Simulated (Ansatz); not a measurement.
A generated cell, not matched to a known phase here, of TiTlBr3: Pm-3m (No. 221), cP5, cubic perovskite type; a = 5.1949 Å, b = 5.1949 Å, c = 5.1949 Å, α = 90.00°, β = 90.00°, γ = 90.00°; Tl 1a (0.000, 0.000, 0.000); Ti 1b (0.500, 0.500, 0.500); Br 3c (0.000, 0.500, 0.500). Calculation: PBEsol (plane waves to 420 eV, PAW, scalar-relativistic; Ansatz, a program for electronic structure). Element references, the lowest calculated here: Tl (P6₃/mmc), Ti (P6₃/mmc), Br (Cmce).

Problem. What formation energy of this Pm-3m form of TiTlBr3 from the elements does PBEsol give?

Solution. -0.85 eV/atom.

A lower structure of this composition may exist.

Static energies, no anion corrections, no zero-point energy. Values are rounded to 0.01 eV/atom. Not shown to be the ambient phase of their composition (a lower form may be missing, and a cell relaxed within its start's symmetry can be a saddle point): TiTlBr3 (Pm-3m). Spin-orbit coupling is missing from these energies, which matters for elements this heavy. Spin state reached: ferromagnetic (net 0.40 μB/atom); other spin orders were not run from this start. The d or f electrons are treated with no Hubbard U.
